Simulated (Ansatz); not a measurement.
A generated cell, not matched to a known phase here, of Ca3OsO: Pm-3m (No. 221), cP5, anti-perovskite type; a = 4.584 Å, b = 4.584 Å, c = 4.584 Å, α = 90.00°, β = 90.00°, γ = 90.00°; Ca 3c (0.000, 0.500, 0.500); Os 1a (0.000, 0.000, 0.000); O 1b (0.500, 0.500, 0.500). All values below come from PBEsol (plane waves to 420 eV, PAW, scalar-relativistic; Ansatz, a program for electronic structure). Element references, the lowest calculated here: Ca (Fm-3m), Os (P6₃/mmc), O (C2/m, ferromagnetic, forced by one molecule a cell; α-O2 is antiferromagnetic); gases are represented by their molecular solids.

Q: Give the formation energy of this Pm-3m form of Ca3OsO from the elements at the level PBEsol.

A: -0.77 eV/atom.

Q: How does this cell stand against the other phases calculated?

A: It lies 0.45 eV/atom above their hull: Ca3OsO → 2 Ca + CaO + Os (Ca Fm-3m, Os P6₃/mmc, CaO Fm-3m) releases that much. A lower structure of this composition may exist.

This is the hull of the energies calculated here, no anion corrections; phases that were not calculated are missing from it. Values are rounded to 0.01 eV/atom. Not shown to be the ambient phase of their composition (a lower form may be missing, and a cell relaxed within its start's symmetry can be a saddle point): Ca3OsO (Pm-3m). Spin-orbit coupling is missing from these energies, which matters for elements this heavy. The compounds carry no spin polarisation. No Hubbard U is applied.
